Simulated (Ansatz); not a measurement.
Relax this structure to zero stress and force, keeping its symmetry:

```
CELL_PARAMETERS angstrom
-2.02500 2.02500 3.96500
2.02500 -2.02500 3.96500
2.02500 2.02500 -3.96500
ATOMIC_POSITIONS crystal
Sn 0.00000 0.00000 0.00000
F 0.23700 0.23700 0.00000
F 0.76300 0.76300 0.00000
F 0.50000 0.00000 0.50000
F 0.00000 0.50000 0.50000
```

Level of theory: DFT r2SCAN, scalar-relativistic, plane waves, PAW (Ansatz 0.2.0).

Settings: cutoff 500 eV, Γ-centred mesh 8×8×8 on the computed 5-atom cell, Gaussian smearing of 0.02 eV; no spin polarisation.

Q: What does it relax to?

A: The volume increases by 0.07 Å³/atom to 13.07 Å³/atom, and the energy falls by 1.7 meV/atom. Final structure:
```cif
data_structure
_symmetry_space_group_name_H-M 'I4/mmm'
_symmetry_Int_Tables_number 139
_cell_length_a 4.0771
_cell_length_b 4.0771
_cell_length_c 7.8655
_cell_angle_alpha 90.000
_cell_angle_beta 90.000
_cell_angle_gamma 90.000
_cell_volume 130.75
loop_
_atom_site_label
_atom_site_type_symbol
_atom_site_symmetry_multiplicity
_atom_site_Wyckoff_symbol
_atom_site_fract_x
_atom_site_fract_y
_atom_site_fract_z
_atom_site_occupancy
Sn1 Sn 2 a 0.00000 0.00000 0.00000 1
F1 F 4 e 0.00000 0.00000 0.23992 1
F2 F 4 c 0.00000 0.50000 0.00000 1
```

The cell holds layers, and where no dispersion correction was added their binding is poorly described.

Cost: 1 run of about 1 core-minutes, on Arm Neoverse V1 (shared hosts).